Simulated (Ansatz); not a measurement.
SiC (wurtzite, P6_3mc), a = b = 3.0563 Å, c = 5.0161 Å, α = β = 90.00°, γ = 120.00°.

Relaxed with LDA.

Question: Decompose the optical modes at the zone centre into irreducible representations, and say which are infrared and Raman allowed.

Answer: Point group 6mm: Γ_opt = A1 + 2B1 + E1 + 2E2. Infrared: A1, E1. Raman: A1, E1, E2.

Question: Assign frequencies (DFPT, LDA (plane waves, PAW; program Ansatz); without the LO–TO term).

Answer: E2 258, B1 599, E2 768, A1 771, E1 801, B1 841 cm⁻¹.

Subscripts of B labels follow the axes of the standard setting.

The cell was relaxed with LDA under the symmetry of its start.

Potentials: the earlier of the program's two PAW sets. The files were generated under PBE; for other functionals the program regenerates the frozen cores, and for LDA and PBEsol the local potential too.
